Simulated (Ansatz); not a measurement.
Te3Au: what symmetry allows forces and stress to be

```
Te Au
1.0
     2.88561    0.00000    0.00000
     0.00000    2.88561    0.00000
     0.00000    0.00000   13.19904
Te Au
3 1
Direct
  0.00000 0.00000 0.19594
  0.00000 0.00000 0.50000
  0.00000 0.00000 0.80406
  0.00000 0.00000 0.00000
```

Method: DFT PBEsol, scalar-relativistic, plane waves, PAW in Ansatz 0.2.0.

Plane waves to 420 eV, a k mesh through Γ of 14×14×4 on the computed 4-atom cell and Gaussian smearing (0.10 eV); no spin polarisation.

This distorted cell has space group P4/mmm, with 16 operations.

Task: Without a calculation: in which directions can each atom feel a force?

Result: A force must be left unchanged by every operation that keeps its atom in place, so it lies in the space that those operations leave fixed. Atoms that the group maps onto each other feel forces of one size.
```json
{"atom": "Te1", "site symmetry": "4mm", "operations at the site": "8", "equivalent to atom": "1", "allowed force (Cartesian)": "along (0.00, 0.00, 1.00)"}
{"atom": "Te2", "site symmetry": "4/mmm", "operations at the site": "16", "equivalent to atom": "2", "allowed force (Cartesian)": "none"}
{"atom": "Te3", "site symmetry": "4mm", "operations at the site": "8", "equivalent to atom": "1", "allowed force (Cartesian)": "along (0.00, 0.00, 1.00)"}
{"atom": "Au4", "site symmetry": "4/mmm", "operations at the site": "16", "equivalent to atom": "4", "allowed force (Cartesian)": "none"}
```

That leaves 1 independent force component of 12. A relaxation in this cell that keeps the symmetry moves the atoms in these directions alone.

Task: And the stress tensor?

Result: It must be invariant under the point group, which leaves 2 independent components: yz, xz, xy vanish; xx = yy.

Task: Do the computed values obey this?

Result: Yes. Forces (eV/Å):
```
Te1  0.000  0.000  0.582
Te2  0.000  0.000  0.000
Te3  0.000  0.000 -0.582
Au4  0.000  0.000  0.000
```

Stress (GPa, compression positive, xx yy zz yz xz xy): 13.22 13.22 2.60 0.00 0.00 0.00. The program imposes the same operations on density, forces and stress, so this confirms the analysis and is no independent test of the calculation.

Spin–orbit coupling is left out, which can shift energies with elements as heavy as these. The cell holds layers, and where no dispersion correction was added their binding is poorly described.